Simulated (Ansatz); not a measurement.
One crystal and one scan (energy over volume and axial ratio) at two levels, PBE (plane waves to 420 eV, PAW, scalar-relativistic; Ansatz, a program for electronic structure) and PBEsol (plane waves to 420 eV, PAW, scalar-relativistic; Ansatz), each from its own relaxed cell and on its own mesh. The cell shown is that of PBE.

LiBr (rock salt)

```
CELL_PARAMETERS angstrom
      0.00000     2.75554     2.75554
      2.75554     0.00000     2.75554
      2.75554     2.75554     0.00000
ATOMIC_POSITIONS crystal
  Br 0.00000 0.00000 0.00000
  Li 0.50000 0.50000 0.50000
```

The relaxed cell is deformed in two ways at once: its volume V is scaled, and at that volume it is stretched along z (the c axis of the conventional cell) so that c/a changes. Fractional atomic positions are held.

Energies are smeared free energies. LiBr was relaxed with its symmetry unable to fall. Percentages come from the unrounded values. Both scans cover V/V₀ from 0.960 to 1.040 and (c/a)/(c/a)₀ from 0.920 to 1.080.

Results of PBE:

Lattice constant a (Å): 5.511
Shear modulus C′ = (C11 − C12)/2 (fit, atoms clamped) (GPa): 12.2

### Question
What does PBEsol give for the same quantities?

### Answer
```
quantity                                                     PBEsol     PBE − PBEsol
-----------------------------------------------------------  ------  ---------------
Lattice constant a (Å)                                        5.411  +0.100 (+1.8 %)
Shear modulus C′ = (C11 − C12)/2 (fit, atoms clamped) (GPa)    17.7     -5.5 (-31 %)
```

PBE gives the higher value for: lattice constant a. PBE gives the lower value for: shear modulus C′. Neither level is exact: the differences show how much the result hangs on the functional.

(A scan under strain: stresses follow from slopes of the energy per volume, elastic moduli from its curvatures.)
